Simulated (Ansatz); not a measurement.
Relaxed-ion elastic tensor of ZnS (6H polytype, P6_3mc) in GPa (Voigt order), r²SCAN (plane waves, PAW; program Ansatz); density 4.13 g/cm³, 19.57 Å³ per atom.

```
      1     2     3     4     5     6
-  ----  ----  ----  ----  ----  ----
1   129  59.9  45.1   0.0   0.0   0.0
2  59.9   129  45.1   0.0   0.0   0.0
3  45.1  45.1   148   0.0   0.0   0.0
4   0.0   0.0   0.0  30.6   0.0   0.0
5   0.0   0.0   0.0   0.0  30.6   0.0
6   0.0   0.0   0.0   0.0   0.0  34.7
```

### Question
Is the crystal mechanically stable?

### Answer
Yes: the smallest eigenvalue of C is 30.6 GPa.

### Question
Work out the Voigt, Reuss and Hill averages.

### Answer
K_V = 78.5, K_R = 78.5, K_H = 78.5; G_V = 36.3, G_R = 35.0, G_H = 35.6 GPa.

### Question
Give Young's modulus, Poisson's ratio, Pugh's ratio and the universal anisotropy index.

### Answer
E = 9KG/(3K + G) = 92.9 GPa; ν = 0.30; K/G = 2.20 (ductile by the Pugh limit of 1.75); A_U = 5G_V/G_R + K_V/K_R − 6 = 0.17.

### Question
Estimate the sound speeds and the Debye temperature.

### Answer
v_l = √((K + 4G/3)/ρ) = 5520 m/s, v_t = √(G/ρ) = 2940 m/s, mean 3280 m/s; Θ = (h/k)(3n/4πV)^(1/3) v_m = 362 K.

### Question
Solve the Christoffel equation for the three sound speeds along x, y, z.

### Answer
Eigenvalues of C_ijkl n_j n_l equal ρv² (piezoelectric stiffening left out). In km/s, slowest first: x 2.72, 2.90, 5.59; y 2.72, 2.90, 5.59; z 2.72, 2.72, 5.97.

### Question
How much does each axis shrink under pressure?

### Answer
Linear compressibilities β_i = Σ_j S_ij (j = 1 to 3): x 4.3, y 4.3, z 4.2 per TPa.

The workflow started from an entry of the Crystallography Open Database (COD). Its sites differ from those of the usual phase in this space group: another stacking or structure type. The r²SCAN relaxation kept the symmetry of its start; of distortions, only those at the zone centre were tested.

Potentials: the later of the program's two PAW sets.
